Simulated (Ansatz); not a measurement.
KScS2O8:
```cif
data_KO8S2Sc
_chemical_formula_sum 'K1 Sc1 S2 O8'
_space_group_name_H-M_alt 'P 1'
_space_group_IT_number 1
_cell_length_a 5.00129
_cell_length_b 5.00129
_cell_length_c 7.92348
_cell_angle_alpha 86.583
_cell_angle_beta 93.417
_cell_angle_gamma 116.059
loop_
_space_group_symop_operation_xyz
  'x, y, z'
loop_
_atom_site_label
_atom_site_type_symbol
_atom_site_fract_x
_atom_site_fract_y
_atom_site_fract_z
_atom_site_occupancy
K1 K 0.00000 0.00000 0.50000 1
Sc1 Sc 0.00000 0.00000 0.00000 1
S1 S 0.36647 0.63353 0.21269 1
S2 S 0.63353 0.36647 0.78731 1
O1 O 0.31269 0.68731 0.38178 1
O2 O 0.68731 0.31269 0.61822 1
O3 O 0.69294 0.76187 0.18646 1
O4 O 0.30706 0.23813 0.81354 1
O5 O 0.76187 0.69294 0.81354 1
O6 O 0.23813 0.30706 0.18646 1
O7 O 0.23534 0.76466 0.07909 1
O8 O 0.76466 0.23534 0.92091 1
```

Relaxed with r²SCAN. DFT-r²SCAN in the program Ansatz with PAW potentials gives a gap of 4.99 eV.

Task: What gap does HSE06 give on the same cell (Ansatz, PAW)?

Result: 6.49 eV, 1.50 eV more. The hybrid was solved on a coarser mesh and at special points; its gap is the smallest among all of these.

Cost on shared cores: the r²SCAN run (SCF on a 6×6×4 mesh, then bands and DOS) roughly 7 core-minutes, the HSE06 run (SCF on 4×4×2, then a few points) roughly 4 core-minutes; the tasks are unlike.

Space group C2/m. The workflow started from a Materials Project entry (that database holds measured and hypothetical structures alike); the Crystallography Open Database copy checked does not list it. Whether it is the stable phase at ambient conditions was not checked. The r²SCAN relaxation kept the symmetry of its start; whether a distortion lowers the energy is not shown. The run is not spin-polarised.

Potentials: the later of the program's two PAW sets.
